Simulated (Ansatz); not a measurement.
In the program Ansatz at the r²SCAN level (PAW), SiO2 in the tetragonal phase (P4_12_12; Si on 4a, O on 8b) relaxes to a = 4.983 Å, c = 6.921 Å. Si has 4 nearest neighbours from 1.61 Å (tetrahedral); O has 2 nearest neighbours from 1.61 Å (bent). Against the elements it lies at -2.98 eV/atom, with no fitted shifts.

The Kohn–Sham gap is 6.35 eV (direct). The valence maximum lies at Γ and the conduction minimum at Γ. The screened hybrid HSE06 puts the gap at 7.51 eV. Electrons at the band edge weigh 0.53 mₑ (isotropic). The hole mass is 1.7, 2.0, 2.0 mₑ (principal values).

The bulk modulus is 15.0 GPa. The relaxed-ion elastic constants in GPa are C11 = 58.1, C12 = 4.4, C13 = -8.9, C33 = 46.8, C44 = 75.1, C66 = 27.8. The elastic constants imply a Debye temperature near 561 K. Perturbation theory gives ε∞ = 2.21 (xx = yy), 2.19 (zz). Letting the ions move raises it to ε0 = 4.00 (xx = yy), 3.79 (zz). Born charges are Si +3.34, O -1.67 e. The phonon dispersion is stable (no imaginary branch). Without the LO–TO term the highest mode at Γ lies at 1199 cm⁻¹. Bader charges are Si +3.37, O -1.68 e.

Symmetry was held in the r²SCAN relaxation. The references are the lowest solids computed at this level, not always the standard phases (solids in place of the gases).

Potentials: the earlier of the program's two PAW sets. The files were generated under PBE; for other functionals the program regenerates the frozen cores, and for LDA and PBEsol the local potential too.
